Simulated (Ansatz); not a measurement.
**An elastic constant from a strain scan in Ca**

The calculation used DFT r2SCAN, scalar-relativistic, plane waves, PAW in Ansatz 0.2.0. Settings: plane waves to 500 eV, k-mesh 14×14×14 (Γ-centred), Gaussian smearing 0.15 eV. No spin polarisation. Energies are free energies at this smearing, counted from the undisturbed cell; pressure is positive in compression.

The starting cell (as given, not relaxed at this level; it stands at -0.2 GPa):

```
CELL_PARAMETERS angstrom
0.00000 2.79420 2.79420
2.79420 0.00000 2.79420
2.79420 2.79420 0.00000
ATOMIC_POSITIONS crystal
Ca 0.00000 0.00000 0.00000
```

The cell is strained by ε times the Voigt pattern (1, 0, 0, 0, 0, 0) (xx, yy, zz, yz, xz, xy; engineering shear) with fractional coordinates fixed. The cell holds 1 atom in V0 = 43.63 Å³. The stress column is τ = (1/V0) dE/dε, got from the stress tensor σ (compression positive) at each point as −det(1 + εP) σ : P(1 + εP)⁻¹, with P the pattern as a tensor.

```
      ε  ΔE (meV/atom)  τ (GPa)
-0.1000         26.480   -2.210
-0.0750         13.661   -1.563
-0.0500          5.107   -0.955
-0.0250          0.600   -0.372
 0.0000          0.000    0.194
 0.0250          3.215    0.747
 0.0500         10.132    1.281
 0.0750         20.608    1.793
 0.1000              ?        ?
```

**Question.** Which combination of elastic constants does this scan measure, and how large is it?

**Answer.** For small ε, τ = τ0 + Kε with K = pᵀCp, which for this pattern is C11 in the cubic axes. The parabola through τ at ε = -0.0250, 0 and 0.0250 has slope K = 22.4 GPa at zero. The energies per cell, E = NΔE, of the same two points give K = 2[E(ε₊)/ε₊ − E(ε₋)/ε₋]/[(ε₊ − ε₋)V0] = 22.4 GPa, in agreement.

**Question.** Predict the withheld row at ε = 0.1000 from the harmonic law, and compare.

**Answer.** ΔE = V0(τ0 ε + Kε²/2)/N = 35.781 meV/atom and τ = 2.43 GPa. The calculation gives 34.486 meV/atom and 2.28 GPa, a miss of 3.6 % of the harmonic energy, so the harmonic law still holds on this side, though at ε = -0.1000 the energy lies 5 % above it.

In a metal these slopes depend on the k mesh and the smearing.